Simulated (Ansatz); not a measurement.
Consider the following.

WO₃ (ReO3 type, Pm-3m), a = b = c = 3.799 Å, α = β = γ = 90.00°.

This is the PBEsol-relaxed structure.

### Question
All from plane-wave PAW PBEsol (Ansatz code), unless another level is named. Estimate the Young's modulus.

### Answer
336 GPa.

### Question
Next, the elastic constants (relaxed ions, GPa)?

### Answer
C11 = 650, C12 = 46.0, C44 = 69.9.

The first step of the workflow began from a Materials Project structure, measured or hypothetical; the Crystallography Open Database copy checked does not list it. COD files the formula under space group No. 2, 14, 62, 129, 130, 191, so this cell is another polymorph or a model. Its standing as an ambient phase is unchecked. The PBEsol relaxation kept the symmetry of its start; whether a distortion lowers the energy is not shown. The run is not spin-polarised. No Hubbard U is applied. Scalar-relativistic: spin–orbit coupling is off unless named, which matters more the heavier the elements.

Potentials: the later of the program's two PAW sets.
